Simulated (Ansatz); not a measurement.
BeAlNO:
```
CELL_PARAMETERS angstrom
      2.98427     0.00000     0.00000
     -1.49214     2.58446     0.00000
      0.00000     0.00000     4.65204
ATOMIC_POSITIONS crystal
  Al 0.33333 0.66667 0.51126
  Be 0.66667 0.33333 0.99165
  O  0.33333 0.66667 0.11307
  N  0.66667 0.33333 0.63401
```

x, y and z are the axes in which the lattice vectors are written.

Give the high-frequency dielectric tensor and the Born effective charge tensors of the independent atoms from DFPT, DFT-PBEsol in the program Ansatz with PAW potentials.


ε∞:
```
3.81  0.00  0.00
0.00  3.81  0.00
0.00  0.00  3.81
```
Z* of atom 1 (Al), rows: field, columns: displacement, in e:
```
2.53  0.00  0.00
0.00  2.53  0.00
0.00  0.00  2.44
```
Z* of atom 2 (Be), rows: field, columns: displacement, in e:
```
1.82  0.00  0.00
0.00  1.82  0.00
0.00  0.00  2.08
```
Z* of atom 3 (O), rows: field, columns: displacement, in e:
```
-1.97   0.00   0.00
 0.00  -1.97   0.00
 0.00   0.00  -2.27
```
Z* of atom 4 (N), rows: field, columns: displacement, in e:
```
-2.39   0.00   0.00
 0.00  -2.39   0.00
 0.00   0.00  -2.25
```

Space group P3m1. The start of the workflow was typed in or built on a structure type; neither database checked (COD, Materials Project) lists it. Whether it is the stable phase at ambient conditions was not checked. The cell was relaxed with PBEsol under the symmetry of its start; whether a distortion lowers the energy is not shown.

Potentials: the earlier of the program's two PAW sets. The files were generated under PBE; for other functionals the program regenerates the frozen cores, and for LDA and PBEsol the local potential too.
